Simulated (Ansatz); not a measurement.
## YSe: comparing deformations

Level of theory: DFT r2SCAN, scalar-relativistic, plane waves, PAW in Ansatz 0.2.0. Cutoff 500 eV, Γ-centred 14×14×14 k-points, Gaussian smearing of 0.15 eV. No spin polarisation. Energies are free energies at this smearing, counted from the undisturbed cell; pressure is positive in compression.

The starting cell (as given, not relaxed at this level; it stands at 0.5 GPa, and it needn't be the usual structure):

```
Y Se
1.0
     0.00000    2.87500    2.87500
     2.87500    0.00000    2.87500
     2.87500    2.87500    0.00000
Y Se
1 1
Direct
  0.00000 0.00000 0.00000
  0.50000 0.50000 0.50000
```

The cell is strained by ε times a Voigt pattern (xx, yy, zz, yz, xz, xy; engineering shear) with fractional coordinates fixed. τ = (1/V0) dE/dε comes from the stress tensor. Of each scan, only the three points used here are listed.

| pattern | ε | τ (GPa) |
| --- | --- | --- |
| (1, 1, 0, 0, 0, 0) | -0.0150 | -8.57 |
| (1, 1, 0, 0, 0, 0) | 0.0000 | -0.91 |
| (1, 1, 0, 0, 0, 0) | 0.0150 | 5.54 |
| (0, 0, 1, 0, 0, 0) | -0.0150 | -3.93 |
| (0, 0, 1, 0, 0, 0) | 0.0000 | -0.45 |
| (0, 0, 1, 0, 0, 0) | 0.0150 | 2.44 |

Q: Which constants do the scans give, and which deformation costs least for the same size of strain tensor?

A: The slope dτ/dε at zero (parabola through three points) is pᵀCp: (1, 1, 0, 0, 0, 0) gives 2(C11 + C12) = 470 GPa; (0, 0, 1, 0, 0, 0) gives C11 = 213 GPa. The size of the strain tensor, ε:ε, is ε² times 2.0, 1.0. Per unit of it the stiffnesses are 235, 213 GPa, so (0, 0, 1, 0, 0, 0) is the softest of these: at ε:ε = (1 %)² the quadratic term costs 1.58 meV/atom against 1.74 for the stiffest.

Q: What else follows for this cubic crystal?

A: From the unrounded slopes C11 = 212.5 and C12 = 22.6 GPa, so B = (C11 + 2 C12)/3 = 86 GPa and the Poisson ratio for a pull along a cube edge is C12/(C11 + C12) = 0.10.

In a metal these slopes depend on the k mesh and the smearing.